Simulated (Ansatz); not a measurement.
Computed with Ansatz, DFT PBE, scalar-relativistic, plane waves, PAW. Settings: cutoff 420 eV, Γ-centred meshes spaced at most about 0.3 Å⁻¹, and about 0.25 Å⁻¹ or finer for metals (2π included), Gaussian smearing. No spin polarisation in the final relaxations.

All energies are static (0 K, no zero-point motion).

Two relaxed structures of BW₃:

1.

```yaml
crystal:
  lattice:
    - [3.82698, 0.00000, 0.00000]
    - [0.00000, 3.82698, 0.00000]
    - [0.00000, 0.00000, 3.82698]
  atoms:
    - { symbol: B, position: [0.00000, 0.00000, 0.00000] }
    - { symbol: W, position: [0.50000, 0.50000, 0.00000] }
    - { symbol: W, position: [0.50000, 0.00000, 0.50000] }
    - { symbol: W, position: [0.00000, 0.50000, 0.50000] }
```

2.

```yaml
crystal:
  lattice:
    - [0.00000, 3.04722, 3.04722]
    - [3.04722, 0.00000, 3.04722]
    - [3.04722, 3.04722, 0.00000]
  atoms:
    - { symbol: B, position: [0.00000, 0.00000, 0.00000] }
    - { symbol: W, position: [0.25000, 0.25000, 0.25000] }
    - { symbol: W, position: [0.75000, 0.75000, 0.75000] }
    - { symbol: W, position: [0.50000, 0.50000, 0.50000] }
```

Question: Which is lower in energy, and by how much?

Answer: Cell 1 is lower, by 136 meV/atom. Cell 1 has the Cu3Au (L1_2) type, space group Pm-3m (No. 221), 14.0 Å³/atom and no gap on its mesh; cell 2 has the BiF3 (D0_3) type, space group Fm-3m (No. 225), 14.1 Å³/atom and no gap. Counting W atoms around B (those within 1.25 times the shortest such distance or 1.15 times the sum of covalent radii; a plus sign parts nearer from farther groups), cell 1 has B 12 and cell 2 has B 8+6. Even the lower one lies +0.60 eV/atom against the reference forms of the elements (uncorrected), so neither is stable at this level. Both come from invented guesses. A third cell relaxed alike, in P6_3/mmc, lies 0.54 eV/atom below the lower of the two.

These runs have no spin–orbit coupling, which can matter for W. A magnetic state wasn't ruled out in cells without spin, among them Pm-3m, Fm-3m. With atoms moved at random, Pm-3m came back. Other cells relaxed within their symmetry can be saddle points.
